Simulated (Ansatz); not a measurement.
TePd in space group Cmcm (No. 63; Te on 4c, Pd on 4c) under volume change, DFT-PBEsol in the program Ansatz with PAW potentials, shape and atoms relaxed at each volume.

```tsv
V (Å³/atom)	E − E(relaxed) (meV/atom)	P (GPa)
18.716	29.9	8.56
19.313	7.0	3.88
19.910	0.0	0.00
20.507	6.2	-3.23
21.105	23.4	-5.85
```

What does a third-order Birch–Murnaghan fit give for V₀, B₀ and B′?

V₀ = 19.91 Å³/atom, B₀ = 117 GPa, B′ = 5.3.

The start of the workflow was typed in or built on a structure type; neither database checked (COD, Materials Project) lists it. COD files the formula under space group No. 194. Its standing as an ambient phase is unchecked. The cell was relaxed with PBEsol under the symmetry of its start; whether a distortion lowers the energy is not shown. No spin polarisation was allowed. Spin–orbit coupling is left out wherever it is not named.

Potentials: the later of the program's two PAW sets.
